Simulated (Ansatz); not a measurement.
# Relaxation path: bcc Ta (100), 6 layers

DFT, PBE, PAW with Ansatz's default frozen-core files, scalar-relativistic (Ansatz 0.2.0); a Γ-centred 12×12×1 k mesh, Fermi–Dirac smearing of 0.08 eV, no spin polarisation. The run relaxes the atoms in the fixed cell.

Command: `ansatz run input.yaml --threads 2 --pin off --max-ram 4096MiB --backend cpu --events-out ev --progress --plain --runs-dir out` It took 69 s on 2 threads of Intel(R) Xeon(R) Platinum 8488C (Sapphire Rapids), with other jobs on the host, peak memory 0.66 GiB.

```yaml
crystal:
  lattice:
    - [3.3195547167, 0.0, 0.0]
    - [0.0, 3.3195547167, 0.0]
    - [0.0, 0.0, 24.2989]
  atoms:
    - { symbol: Ta, position: [0.25, 0.25, 0.3292332823] }
    - { symbol: Ta, position: [0.75, 0.75, 0.3975399694] }
    - { symbol: Ta, position: [0.25, 0.25, 0.4658466565] }
    - { symbol: Ta, position: [0.75, 0.75, 0.5341533435] }
    - { symbol: Ta, position: [0.25, 0.25, 0.6024600306] }
    - { symbol: Ta, position: [0.75, 0.75, 0.6707667177] }
kpoints:
  mp_grid: { grid: [12, 12, 1] }
scf:
  occupations: { method: fermi_dirac, width: 0.08 }
hamiltonian:
  xc: pbe
  pseudopotentials: { kind: paw }
output:
  forces: true
  stress: true
  eigenvalues: true
relax:
  f_tol: 0.01
  max_steps: 40
efield:
  axis: 3
  amplitude: 0
  dipole_correction: true
```

Each step lists its free energy a cell above the last geometry, and Cartesian positions (Å) with forces (eV/Å).

The first step:

```
step 1  dF = 324.67 meV
  Ta 0.8299 0.8299 8.0000   0.0000 0.0000 1.4139
  Ta 2.4897 2.4897 9.6598   0.0000 0.0000 -1.1461
  Ta 0.8299 0.8299 11.3196   0.0000 0.0000 -0.6443
  Ta 2.4897 2.4897 12.9793   0.0000 0.0000 0.6443
  Ta 0.8299 0.8299 14.6391   0.0000 0.0000 1.1461
  Ta 2.4897 2.4897 16.2989   0.0000 0.0000 -1.4139
```

Spin–orbit coupling is left out, which matters for the heavy atoms.

Q: Where does the relaxation end, and by which steps?

A: After 5 geometries, with a shortest distance of 2.763 Å. The further steps:
```
step 2  dF = 164.67 meV
  Ta 0.8299 0.8299 8.1905   0.0000 0.0000 -0.9343
  Ta 2.4897 2.4897 9.5391   0.0000 0.0000 1.2244
  Ta 0.8299 0.8299 11.2243   0.0000 0.0000 0.5092
  Ta 2.4897 2.4897 13.0746   0.0000 0.0000 -0.5092
  Ta 0.8299 0.8299 14.7598   0.0000 0.0000 -1.2245
  Ta 2.4897 2.4897 16.1084   0.0000 0.0000 0.9343
step 3  dF = 7.59 meV
  Ta 0.8299 0.8299 8.2089   0.0000 0.0000 0.0080
  Ta 2.4897 2.4897 9.6707   0.0000 0.0000 -0.1519
  Ta 0.8299 0.8299 11.3043   0.0000 0.0000 -0.1849
  Ta 2.4897 2.4897 12.9946   0.0000 0.0000 0.1849
  Ta 0.8299 0.8299 14.6282   0.0000 0.0000 0.1519
  Ta 2.4897 2.4897 16.0900   0.0000 0.0000 -0.0080
step 4  dF = 1.54 meV
  Ta 0.8299 0.8299 8.1653   0.0000 0.0000 0.0614
  Ta 2.4897 2.4897 9.6295   0.0000 0.0000 0.0265
  Ta 0.8299 0.8299 11.2789   0.0000 0.0000 0.0136
  Ta 2.4897 2.4897 13.0200   0.0000 0.0000 -0.0136
  Ta 0.8299 0.8299 14.6694   0.0000 0.0000 -0.0265
  Ta 2.4897 2.4897 16.1336   0.0000 0.0000 -0.0614
step 5  dF = 0.00 meV
  Ta 0.8299 0.8299 8.1827   0.0000 0.0000 0.0012
  Ta 2.4897 2.4897 9.6412   0.0000 0.0000 0.0058
  Ta 0.8299 0.8299 11.2843   0.0000 0.0000 -0.0020
  Ta 2.4897 2.4897 13.0146   0.0000 0.0000 0.0020
  Ta 0.8299 0.8299 14.6577   0.0000 0.0000 -0.0058
  Ta 2.4897 2.4897 16.1162   0.0000 0.0000 -0.0012
step 6  dF = 0.00 meV  (same geometry, solved once more)
  Ta 0.8299 0.8299 8.1827   0.0000 0.0000 0.0012
  Ta 2.4897 2.4897 9.6412   0.0000 0.0000 0.0056
  Ta 0.8299 0.8299 11.2843   0.0000 0.0000 -0.0020
  Ta 2.4897 2.4897 13.0146   0.0000 0.0000 0.0020
  Ta 0.8299 0.8299 14.6577   0.0000 0.0000 -0.0056
  Ta 2.4897 2.4897 16.1162   0.0000 0.0000 -0.0012
```
